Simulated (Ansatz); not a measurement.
In$_{3}$GaSbAs$_{3}$: computed property card

In₃GaSbAs₃:
```cif
data_As3GaIn3Sb
_chemical_formula_sum 'In3 As3 Ga1 Sb1'
_space_group_name_H-M_alt 'P 1'
_space_group_IT_number 1
_cell_length_a 4.30924
_cell_length_b 4.32736
_cell_length_c 12.26787
_cell_angle_alpha 90.000
_cell_angle_beta 90.000
_cell_angle_gamma 90.000
loop_
_space_group_symop_operation_xyz
  'x, y, z'
loop_
_atom_site_label
_atom_site_type_symbol
_atom_site_fract_x
_atom_site_fract_y
_atom_site_fract_z
_atom_site_occupancy
In1 In 0.00000 0.00000 0.99560 1
As1 As 0.00000 0.50000 0.87141 1
In2 In 0.50000 0.50000 0.74611 1
As2 As 0.50000 0.00000 0.62208 1
In3 In 0.00000 0.00000 0.49713 1
As3 As 0.00000 0.50000 0.37197 1
Ga1 Ga 0.50000 0.50000 0.26345 1
Sb1 Sb 0.50000 0.00000 0.13968 1
```

Space group Pmm2 (No. 25); conventional cell a = 4.309 Å, b = 4.327 Å, c = 12.268 Å, α = β = γ = 90.00°.

Method: DFT-r²SCAN in the program Ansatz with PAW potentials. Structure relaxed to zero pressure with the same functional. Other levels are named where they apply.

Cell and energy:

| Property | Value |
|---|---|
| Volume per atom | 28.60 Å³ |
| Density | 5.52 g/cm³ |

Electronic structure:

| Item | Result |
|---|---|
| Electronic character | no gap, with almost no states at the Fermi level (zero-gap or semimetallic) |
| Density of states at the Fermi level | 0.00 states/eV per atom (mean over ±0.08 eV) |

Mechanics:

| Quantity | Value |
|---|---|
| Bulk modulus (Birch–Murnaghan fit) | 55.7 GPa |
| Pressure derivative B′ | 4.7 |

Charges:

| Item | Result |
|---|---|
| Bader charges | In +0.67 to +0.84, As -0.84 to -0.78, Ga +0.58, Sb -0.47 e |

The start of the workflow was typed in or built on a structure type; neither database checked (COD, Materials Project) lists it. Whether it is the stable phase at ambient conditions was not checked. Symmetry was held in the r²SCAN relaxation; its stability against distortions is not shown here. Scalar-relativistic: spin–orbit coupling is off unless named, which matters more the heavier the elements.

Potentials: the earlier of the program's two PAW sets.
